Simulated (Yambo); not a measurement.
Quantum ESPRESSO input (PBEsol, PseudoDojo standard norm-conserving files, scalar-relativistic) whose wavefunctions are converted with p2y:

```
&CONTROL
  calculation = 'nscf'
  pseudo_dir = './pseudo'
  outdir = './out'
/
&SYSTEM
  ibrav = 0
  nat = 2
  ntyp = 2
  ecutwfc = 102.0
  ecutrho = 408.0
  occupations = 'fixed'
  force_symmorphic = .true.
  nbnd = 167
/
&ELECTRONS
  conv_thr = 2e-09
  diago_full_acc = .true.
  diago_thr_init = 1e-08
/
ATOMIC_SPECIES
Cd 112.4140 Cd.upf
Te 127.6000 Te.upf
CELL_PARAMETERS angstrom
  0.000000000000   3.244578534000   3.244578534000
  3.244578534000   0.000000000000   3.244578534000
  3.244578534000   3.244578534000   0.000000000000
ATOMIC_POSITIONS crystal
Cd   0.000000000000   0.000000000000   0.000000000000
Te   0.750000000000   0.750000000000   0.750000000000
K_POINTS automatic
2 2 2 0 0 0
```

Yambo's initialisation report on symmetry, reciprocal space, the k grid and the gaps on this mesh:

```
  [02.02] Symmetries
  ==================

  Inversion symmetry    : yes
  Spatial inversion     : no
  Inversion index       :  25
  K-space Time-reversal : yes
  Magnetic symmetries   : no
  Time-reversal derived K-space symmetries:   25   48
  Group table correct   : yes
  Symmetries units      :  [cc]

  [02.03] Reciprocal space
  ========================

  nG shells         :   520
  nG charge         :   64071
  nG WFs            :   9155
  nC WFs            :   8026
  G-vecs. in first 52 shells:  [ Number ]
     1    9   15   27   51   59   65   89  113
    137   169   181   229   259   283   307   331   339
    387   411   459   531   537   561   609   645   701
    725   749   821   869   893   941   965  1037  1067
   1139  1211  1243  1291  1363  1411  1459  1471  1591
   1639  1687  1759  1807  1837  1893  1917
  ...
  Shell energy in first 52 shells:  [ mHa ]
    0.00000      393.801      525.068      1050.14      1443.94      1575.20      2100.27      2494.07      2625.34
    3150.41      3544.21      4200.54      4594.34      4725.61      5250.68      5644.48      5775.75      6300.81
    6694.62      6825.88      7350.95      7744.75      8401.09      8794.89      8926.15      9451.22      9845.02
    9976.29      10501.4      10895.2      11026.4      11551.5      11945.3      12601.6      12995.4      13126.7
    13651.8      14045.6      14176.8      15095.7      15227.0      15752.0      16145.8      16802.2      17196.0
    17327.2      17852.3      18246.1      18377.4      18902.4      19296.2      19427.5
  ...

  [02.04] K-grid lattice
  ======================

  Compatible Grid is   : 3D
  Base K vectors       :  K_min[ 1 ]  K_min[ 2 ]  K_min[ 3 ]
  K_min[ 1 ] :  0.500000  0.500000  0.500000 [rlu]
  K_min[ 2 ] : -0.500000  0.000000  0.000000 [rlu]
  K_min[ 3 ] :  0.000000 -0.500000  0.000000 [rlu]
  Grid dimensions      :  2  2  2
  K lattice UC volume  :  0.067259 [a.u.]

  IBZ K-points                                      :  3
  BZ  K-points                                      :   8

  K/Q-points units:
  rlu = crystal or reduced units; cc = cartesian coordinates; iku = interal k-units

  K [1]          [rlu]:  0.000000  0.000000  0.000000
         WF components:   7991
  K [2]          [rlu]:  0.000000  0.000000 -0.500000
         WF components:   8026
  K [3]          [rlu]:  0.000000 -0.500000 -0.500000
         WF components:   7992

  [02.05] Energies & Occupations
  ==============================

  [X] === General ===
  [X] Electronic Temperature                        :  0.000000  0.000000 [eV K]
  [X] Bosonic    Temperature                        :  0.000000  0.000000 [eV K]
  [X] Finite Temperature mode                       : no
  [X] El. density                                   :  0.52698E+24 [cm-3]
  [X] Fermi Level                                   :  7.448631 [eV]

  [X] === Gaps and Widths ===
  [X] Conduction Band Min                           :  0.645702 [eV]
  [X] Valence Band Max                              :  0.000000 [eV]
  [X] Filled Bands                                  :  18
  [X] Empty Bands                                   :   19  167
  [X] Direct Gap                                    :  0.645702 [eV]
  [X] Direct Gap localized at k                     :  1
  [X] Indirect Gap                                  :  0.645702 [eV]
  [X] Indirect Gap between kpts                     :  1  1
  [X] Last valence band width                       :  1.865526 [eV]
  [X] 1st conduction band width                     :  1.866692 [eV]
```
The gaps are PBEsol values on this mesh alone; only operations without fractional translations are kept.

Spin-orbit coupling is not included.

Geometry relaxed with PBEsol.
